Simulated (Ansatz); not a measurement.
Relaxed Pt (fcc, Cu type):

```
CELL_PARAMETERS angstrom
      3.91826     0.00000     0.00000
      0.00000     3.91826     0.00000
      0.00000     0.00000     3.91826
ATOMIC_POSITIONS crystal
  Pt 0.00000 0.00000 0.00000
  Pt 0.50000 0.50000 0.00000
  Pt 0.50000 0.00000 0.50000
  Pt 0.00000 0.50000 0.50000
```

In each cell atom 4 (Pt, nearest neighbour Pt at 2.771 Å; its periodic images, 3.9 Å or more away, move with it) moves by s·(0.707, 0.707, 0.000) (along Cartesian [110]), the rest being held.

Computed with PBEsol (plane waves to 420 eV, PAW, scalar-relativistic; Ansatz, a program for electronic structure). k mesh 10×10×10 (Γ-centred), Fermi-Dirac smearing 0.05 eV. The energy includes the smearing's −TS. With partly filled bands, energies and forces of such displacements shift with the k mesh and the smearing. Pt is run without spin polarisation. Pt was relaxed with its symmetry unable to fall. Spin-orbit coupling is left out, though Pt is heavy. ΔE is measured from the undisplaced structure. The last digit holds for this mesh only.

| s (Å) | ΔE (meV/cell) |
|---|---|
| -0.550 | withheld |
| -0.440 | 1371.8 |
| -0.330 | 733.1 |
| -0.220 | 317.9 |
| -0.110 | 78.7 |
| 0.000 | 0.0 |
| 0.110 | 78.7 |
| 0.220 | 317.9 |
| 0.330 | 733.1 |
| 0.440 | 1371.8 |
| 0.550 | withheld |

Fit an even polynomial form (powers 2, 4, 6) to the given rows and predict ΔE at s = -0.550.

Least squares on the 9 given rows: ΔE = (6490)·s² + (1116)·s⁴ + (10120)·s⁶, in meV/cell with s in Å; root-mean-square residual 0.04 meV/cell. At -0.550 the fit gives 2345.5 meV/cell; the calculation gives 2331.9 meV/cell, so the extrapolation is off by 13.6 (+0.6 %). The quadratic term alone would give 1963.2 meV/cell.

(For displaced atoms, the force is minus the slope of the energy, and its curvature is a force constant, which sets phonon frequencies.)
